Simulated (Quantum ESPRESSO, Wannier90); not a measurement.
Wannier functions of HfO₂ (P4₂/nmc)

```
CELL_PARAMETERS angstrom
      3.55802     0.00000     0.00000
      0.00000     3.55802     0.00000
      0.00000     0.00000     5.17186
ATOMIC_POSITIONS crystal
  Hf 0.50000 0.50000 0.50000
  Hf 0.00000 0.00000 0.00000
  O  0.00000 0.50000 0.69721
  O  0.00000 0.50000 0.19721
  O  0.50000 0.00000 0.80279
  O  0.50000 0.00000 0.30279
```

Structure: Materials Project mp-1018721, symmetrised, not relaxed again. Not found in the COD (Crystallography Open Database) copy used, which has the formula in other groups; not checked further. Computed values, not measurements, from PBEsol: Quantum ESPRESSO (norm-conserving PseudoDojo potentials, cutoff 68 Ry, spinors with spin-orbit coupling) on a Γ-centred 6×6×4 mesh, then Wannier90. Density: 10×10×6 mesh, cold smearing 0.01 Ry.

Base run: 44 functions from bands 25-100 of the 100 computed, start hydrogen-like Hf: d; O: p, centres 0.05 Å off the atoms, frozen window up to 6.19 eV relative to the valence-band maximum, outer window open. One setting was then changed (edges relative to the valence-band maximum; misfit to pw.x on a path, for states up to 5.7 eV relative to the valence-band maximum).

| run | Ω_I (Å²) | rms misfit (meV) | worst (meV) |
|---|---|---|---|
| base | 45.36 | 0.7 | 9.8 |
| changed | 41.34 | 261 | 1461 |

Problem. Which change was made?
A) only the lowest 68 of the kept bands
B) frozen window to 4.19 eV
C) frozen window to 7.19 eV
D) only the lowest 60 of the kept bands

Solution. B, frozen window to 4.19 eV. The others give:

| run | Ω_I (Å²) | rms misfit (meV) | worst (meV) |
|---|---|---|---|
| frozen window to 7.19 eV | 49.19 | 3.3 | 39 |
| only the lowest 60 of the kept bands | 45.99 | 0.7 | 9.3 |
| only the lowest 68 of the kept bands | 45.59 | 0.7 | 9.9 |
